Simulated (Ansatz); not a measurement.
LaAlH6:
Space group R-3m, hexagonal axes (No. 166); a = b = 6.509 Å, c = 6.275 Å, α = β = 90.00°, γ = 120.00°

```
atom  site  symmetry       x       y       z
----  ----  --------  ------  ------  ------
La      3b       -3m  0.0000  0.0000  0.5000
Al      3a       -3m  0.0000  0.0000  0.0000
H      18h        .m  0.1179  0.2357  0.1753
```
(The calculation used a cell of 8 atoms; values per cell refer to that cell.)

Relaxed at zero pressure with HSE06 (plane waves, PAW; program Ansatz).

Question: The volume is raised by 3 % and shape and atoms relax at that volume. What pressure results, and how do the axes share the change?

Answer: -1.8 GPa; a 1.2 %, b 1.2 %, c 0.6 %; the energy rises by 2 meV/atom.

Question: Give the new structure.

Answer: 
Space group R-3m, hexagonal axes (No. 166); a = 6.5858 Å, b = 6.5858 Å, c = 6.3128 Å, α = 90.00°, β = 90.00°, γ = 120.00°

```
atom  site  symmetry       x       y       z
----  ----  --------  ------  ------  ------
La      3b       -3m  0.0000  0.0000  0.5000
Al      3a       -3m  0.0000  0.0000  0.0000
H      18h        .m  0.1173  0.2345  0.1748
```

The phase is kept; no other phase was compared at this pressure.

The workflow started from a Materials Project entry (that database holds measured and hypothetical structures alike); the Crystallography Open Database copy checked does not list it. Whether it is the stable phase at ambient conditions was not checked. The HSE06 relaxation kept the symmetry of its start; its stability against distortions is not shown here. Scalar-relativistic: spin–orbit coupling is off unless named, which matters more the heavier the elements.

Potentials: the later of the program's two PAW sets.
